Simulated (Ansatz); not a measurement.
Starting cell, SnTe (rock salt):

```
SnTe
1.0
    0.00000     3.18510     3.18510
    3.18510     0.00000     3.18510
    3.18510     3.18510     0.00000
Te Sn
1 1
Direct
  0.00000   0.00000   0.00000
  0.50000   0.50000   0.50000
```

In this cell atom 2 (Sn, nearest neighbour Te at 3.185 Å; its periodic images, 4.5 Å or more away, move with it) is moved by u·(0.707, 0.707, 0.000) + v·(0.000, 0.000, 1.000); the rest is frozen.

Computed with r2SCAN (plane waves to 500 eV, PAW, scalar-relativistic; Ansatz, a quantum-chemistry and plane-wave program). k mesh 7×7×7 (Γ-centred), Fermi-Dirac smearing 0.05 eV. Stress and pressure are positive under compression. SnTe was relaxed with its symmetry unable to fall. Spin-orbit coupling is left out, though Te is heavy. 

| P (GPa) | u = -0.480 | u = -0.240 | u = 0.000 | u = 0.240 | u = 0.480 |
|---|---|---|---|---|---|
| v = -0.480 | 5.43 | 3.84 | 3.33 | 3.84 | 5.43 |
| v = -0.240 | 3.42 | … | … | … | 3.42 |
| v = 0.000 | 2.85 | … | -0.01 | … | 2.85 |
| v = 0.240 | 3.42 | … | … | … | 3.42 |
| v = 0.480 | 5.43 | 3.84 | 3.33 | 3.84 | 5.43 |

Task: What belongs in the gaps?

Result: 
- v = -0.240, u = -0.240: 1.37
- v = -0.240, u = 0.000: 0.70
- v = -0.240, u = 0.240: 1.37
- v = 0.000, u = -0.240: 0.68
- v = 0.000, u = 0.240: 0.68
- v = 0.240, u = -0.240: 1.37
- v = 0.240, u = 0.000: 0.70
- v = 0.240, u = 0.240: 1.37

(For displaced atoms, the force is minus the slope of the energy, and its curvature is a force constant, which sets phonon frequencies.)
